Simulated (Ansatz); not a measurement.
**GdRu2 with kpoints.mp_grid.grid, scf.max_iter changed**

Computed with the plane-wave PAW code Ansatz (scalar-relativistic, PAW set soft_2): PBEsol, collinear spin, 420 eV cutoff, k-mesh 3×3×3. These are the settings of the reference run.

Cell:

```
cell
1.0
    -5.2817   -3.0494    4.3121
     5.2817   -3.0494    4.3121
     0.0000    6.0988    4.3121
Gd Ru
8 16
Direct
  0.3756 0.3756 0.3756
  0.8756 0.8756 0.3756
  0.8756 0.3756 0.8756
  0.3756 0.8756 0.8756
  0.6256 0.6256 0.6256
  0.1256 0.1256 0.6256
  0.1256 0.6256 0.1256
  0.6256 0.1256 0.1256
  0.9983 0.9983 0.9983
  0.4983 0.4983 0.9983
  0.4983 0.9983 0.4983
  0.9983 0.4983 0.4983
  0.2497 0.2497 0.0012
  0.7497 0.7497 0.0012
  0.7497 0.2497 0.5012
  0.2497 0.7497 0.5012
  0.0012 0.2497 0.2497
  0.5012 0.7497 0.2497
  0.5012 0.2497 0.7497
  0.0012 0.7497 0.7497
  0.2497 0.0012 0.2497
  0.7497 0.5012 0.2497
  0.7497 0.0012 0.7497
  0.2497 0.5012 0.7497
```

The reference run of this cell is solved again as a single point with these keys changed:

| key | reference run | changed run |
| --- | --- | --- |
| kpoints.mp_grid.grid | [3, 3, 3] | [1, 1, 1] |
| scf.max_iter | not typed | 100 |

Question: How does the changed run end?

Answer: 

| quantity | reference run | changed run |
| --- | --- | --- |
| energy, changed less reference (meV an atom) | 0 | 28.3 |
| pressure (GPa) | 0.1 | 2.5 |
| largest force (eV/Å) | 0.01 | 0.32 |
| gap on the mesh (eV) | 0.00 | 0.18 |
| moment of the cell (μB) | 53.37 | 36.03 |

The energy moves by 28 meV an atom (0.68 eV for the cell); most telling is the moment of the cell, from 53.37 to 36.03. It took 18 iterations. The change was made on purpose as a fault (one k-point for a small cell); the changed values aren't properties of GdRu2. A gap taken on a mesh is an upper bound, since the band edges can lie between its points.

Caveats: the reference run: Gd without a U keeps its half-filled shell, but its 4f levels lie too near the Fermi level; the reference run: open f or d shells may hold a state above the lowest; a single point, atoms not relaxed again; semilocal functionals make gaps too small and can close them.
